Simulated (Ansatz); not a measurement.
The relaxed structure here is a generated cell of Be: the first start was made by placing the elements on the sites of a structure type, and the end was not matched to a known phase here, so it may be hypothetical. Known forms of Be include space group No. 194.

One starting cell of Be (a generated trial cell of Be in the beta-Sn structure type) was relaxed twice with Ansatz (plane waves, PAW, scalar-relativistic): with PBEsol at 420 eV and with PBE at 420 eV. The PBEsol result:

Be is modelled in the tetragonal space group I4₁/amd, origin choice 1 (No. 141), Pearson symbol tI4. Lattice parameters: a = 4.198 Å, b = 4.198 Å, c = 2.110 Å, α = 90.00°, β = 90.00°, γ = 90.00°. Be on 4a sees 6 Be at 2.110–2.164 Å. (Neighbours: up to the widest gap in distance over summed covalent radii, below 1.35, at either atom.)
(The calculation used a cell of 2 atoms; values per cell refer to that cell.)

| quantity | PBEsol | PBE |
|---|---|---|
| space group | I4₁/amd | I4₁/amd |
| volume (Å³/atom) | 9.29 | ___ |
| a (Å) | 4.198 | ___ |
| c (Å) | 2.110 | ___ |
| gap (eV, no spin-orbit coupling) | 0.00 | ___ |

Task: What does PBE give for the same quantities?

Result: 
- volume (Å³/atom), PBE: 9.39
- a (Å), PBE: 4.218
- c (Å), PBE: 2.112
- gap (eV, no spin-orbit coupling), PBE: 0.00

Both levels end in the same structure; PBE's volume is 1.1 % larger. Neither column is exact.

No spin polarisation in the result.

The run could not lower the symmetry of its start; a shaken copy of this end point relaxes with PBEsol to Fm-3m (No. 225), 0.66 eV/atom lower.

Ansatz is an electronic-structure program.
